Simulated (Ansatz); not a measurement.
Input, command and steps of an Ansatz relaxation.

```yaml
crystal:
  lattice:
    - [2.4807022659, 0.0, 0.0]
    - [-1.2403511329, 2.1483511815, 0.0]
    - [0.0, 0.0, 8.0979348703]
  atoms:
    - { symbol: Co, position: [0.0, 0.0, 0.0], spin: 2.05 }
    - { symbol: Co, position: [0.3333333333, 0.6666666667, 0.25], spin: 2.1 }
    - { symbol: Co, position: [0.0, 0.0, 0.5], spin: 2.05 }
    - { symbol: Co, position: [0.6666666667, 0.3333333333, 0.75], spin: 2.1 }
basis:
  ecutwfc: 500
kpoints:
  mp_grid: { grid: [18, 18, 6] }
hamiltonian:
  xc: r2scan
scf:
  occupations: { method: gaussian, width: 0.1 }
output:
  forces: true
  stress: true
  eigenvalues: true
  populations: true
magnetization:
  spin_polarized: true
relax:
  adjacent_minimum: "off"
  f_tol: 0.01
  max_steps: 60
  cell: { stress_tol: 0.1 }
```

```bash
ansatz run input.yaml --threads 1 --pin off --max-ram 2560MiB --backend cpu --events-out ev --progress --plain --runs-dir out
```

Level of theory: DFT r2SCAN, scalar-relativistic, plane waves, PAW in Ansatz.

Of 4 frames 3 are shown, positions in Å and forces in eV/Å; the SCF threshold varies from step to step. Steps run on the plane waves of an earlier cell, with a Pulay correction in the pressure. The basis is chosen afresh for the last frame, the zero of the energies, and at times for earlier ones too; energy and pressure step there, also at an unchanged geometry.

```xyz
4
Lattice="2.4807 0.0000 0.0000 -1.2404 2.1484 0.0000 0.0000 0.0000 8.0979" Properties=species:S:1:pos:R:3:forces:R:3 pbc="T T T" step=1 free_energy_over_end_meV_per_atom=0.57 pressure_GPa=-1.92
Co    0.0000    0.0000    0.0000    0.0000    0.0000    0.0000
Co    0.0000    1.4322    2.0245    0.0000    0.0000    0.0000
Co    0.0000    0.0000    4.0490    0.0000    0.0000    0.0000
Co    1.2404    0.7161    6.0735    0.0000    0.0000    0.0000
4
Lattice="2.4762 0.0000 0.0000 -1.2381 2.1445 0.0000 0.0000 0.0000 8.0891" Properties=species:S:1:pos:R:3:forces:R:3 pbc="T T T" step=2 free_energy_over_end_meV_per_atom=0.07 pressure_GPa=-0.87
Co    0.0000    0.0000    0.0000    0.0000    0.0000    0.0000
Co    0.0000    1.4297    2.0223    0.0000    0.0000    0.0000
Co    0.0000    0.0000    4.0445    0.0000    0.0000    0.0000
Co    1.2381    0.7148    6.0668    0.0000    0.0000    0.0000
4
Lattice="2.4727 0.0000 0.0000 -1.2363 2.1414 0.0000 0.0000 0.0000 8.0811" Properties=species:S:1:pos:R:3:forces:R:3 pbc="T T T" step=4 free_energy_over_end_meV_per_atom=0.00 pressure_GPa=0.00
Co    0.0000    0.0000    0.0000    0.0000    0.0000    0.0000
Co    0.0000    1.4276    2.0203    0.0000    0.0000    0.0000
Co    0.0000    0.0000    4.0405    0.0000    0.0000    0.0000
Co    1.2363    0.7138    6.0608    0.0000    0.0000    0.0000
```

It took 14 min on 1 thread of Intel(R) Xeon(R) Processor @ 2.50GHz (Skylake/Cascade Lake), on a shared host, peak memory 0.91 GiB.

The state reached may not be the lowest one.